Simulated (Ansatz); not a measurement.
**NbZn₃, one cell by several methods**

```
Nb Zn
1.0
     3.93400    0.00000    0.00000
     0.00000    3.93400    0.00000
     0.00000    0.00000    3.93400
Nb Zn
1 3
Direct
  0.00000 0.00000 0.00000
  0.00000 0.50000 0.50000
  0.50000 0.00000 0.50000
  0.50000 0.50000 0.00000
```

Atom numbers follow the list: Nb1, Zn2, Zn3, Zn4.

The geometry is COD entry 2310977, unchecked; take it as a test cell.

Spin polarisation is left out, and whether a magnetic state lies lower isn't shown here.

All numbers are computed: DFT, PBEsol, PAW with Ansatz's default frozen-core files, scalar-relativistic (Ansatz 0.2.0); DFT, PBEsol, all-electron LAPW, scalar-relativistic (Ansatz 0.2.0).

For PAW: a Γ-centred 10×10×10 k mesh, Fermi–Dirac smearing of 0.05 eV, cutoff 420 eV, no spin polarisation; the PAW files were made with PBE, and the program remakes their frozen cores for this functional. LAPW targets a basis error of 1 meV/atom. The Ansatz runs share mesh, smearing and spin set-up. Plane-wave (PAW) pressures include the program's estimate of the Pulay term.

Stress and pressure are positive in compression.

Levels count from the Fermi level.

PAW results:

```tsv
quantity	PAW
pressure (GPa)	-5.45
highest filled level at X (eV)	-1.022
lowest empty level at X (eV)	1.489
highest filled level at Γ (eV)	-1.351
lowest empty level at Γ (eV)	0.445
```

Task: What does all-electron LAPW give for the same quantities?

Result: 
```tsv
quantity	LAPW
pressure (GPa)	-5.44
highest filled level at X (eV)	-1.022
lowest empty level at X (eV)	1.489
highest filled level at Γ (eV)	-1.351
lowest empty level at Γ (eV)	0.444
```
